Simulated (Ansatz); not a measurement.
SnTeO3 in space group R3c (No. 161; Sn on 6a, Te on 6a, O on 18b), plane-wave PAW r²SCAN (Ansatz code). The conduction-band minimum lies on the S2–F line, 10 % of the way from S2, with 6 equivalent valleys. Second derivatives d²E/dk² of the lowest band at one valley (eV·Å²), along Cartesian directions:

| direction | d²E/dk² |
|---|---|
| [100] | 10.71 |
| [010] | 7.301 |
| [001] | 6.825 |
| [110] | 11.95 |
| [101] | 8.312 |
| [011] | 6.800 |

Find the principal effective masses, the density-of-states mass and the conductivity mass.

Off-diagonal terms follow from H_xy = H[110] − (H_xx + H_yy)/2, and m*/mₑ = 7.620 eV·Å² over each eigenvalue: 0.61, 1.1, 1.4. One valley's DOS mass (m₁m₂m₃)^(1/3) = 0.98, conductivity mass 3/(Σ 1/mᵢ) = 0.92 mₑ.

What effective density of states Nc follows at 300 K for parabolic valleys?

Nc = 2.509e19 × 6 × (0.98)^(3/2) ≈ 1.5e20 cm⁻³.

The start of the workflow was typed in or built on a structure type; neither database checked (COD, Materials Project) lists it. Whether it is the stable phase at ambient conditions was not checked. The r²SCAN relaxation kept the symmetry of its start; whether a distortion lowers the energy is not shown. The volume moved by 26 % from the start of the relaxation. Spin–orbit coupling is left out wherever it is not named.

Potentials: the later of the program's two PAW sets.

Edges and masses are those of Kohn–Sham bands, whose gap is no quasiparticle gap.
